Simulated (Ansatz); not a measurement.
HfRh3:
```
HfRh3
1.0
   -1.99253     1.99253     3.90765
    1.99253    -1.99253     3.90765
    1.99253     1.99253    -3.90765
Rh Hf
3 1
Cartesian
  0.00000   0.00000   3.90765
  0.00000   1.99253   1.95382
  1.99253   0.00000   1.95382
  0.00000   0.00000   0.00000
```

Relaxed with PBE. Special points in fractions of this cell's reciprocal vectors: Γ (0.000, 0.000, 0.000); X (0.000, 0.000, 0.500); P (0.250, 0.250, 0.250); N (0.000, 0.500, 0.000); M (0.500, 0.500, -0.500); S (0.315, 0.685, -0.315); S0 (-0.315, 0.315, 0.315); R (-0.130, 0.130, 0.500); G (0.500, 0.500, -0.130).

### Question
List the band energies nearest the Fermi level at these points for plane-wave PAW PBE (Ansatz code).

### Answer
In eV from the Fermi level; about four levels below and three above (degenerate sets whole), none deeper than 8.9 eV; points with the same levels are listed once.

| k | below | above |
|---|---|---|
| Γ | -1.58 -1.58 -1.02 -0.77 -0.30 | 0.92 2.97 3.02 |
| X | -1.46 -1.28 -0.89 -0.45 | 0.12 1.05 1.15 |
| P | -1.00 -1.00 -0.72 -0.60 -0.03 | 2.34 2.34 2.94 2.94 |
| N | -1.74 -1.16 -0.99 -0.96 | 0.17 0.55 0.80 |
| M | -0.84 -0.23 -0.23 -0.13 | 0.27 0.92 3.33 3.33 |
| S | -1.11 -0.92 -0.64 -0.26 | 0.34 0.78 2.22 |
| R | -0.84 -0.43 -0.31 -0.26 | 0.21 0.60 2.77 |

Space group I4/mmm. A made-up cell: these elements were put on the sites of a structure type; neither database checked (COD, Materials Project) lists it. COD files the formula under space group No. 221. Its standing as an ambient phase is unchecked. The PBE relaxation kept the symmetry of its start; whether a distortion lowers the energy is not shown. No spin polarisation was allowed. Spin–orbit coupling is left out wherever it is not named.

Potentials: the earlier of the program's two PAW sets.
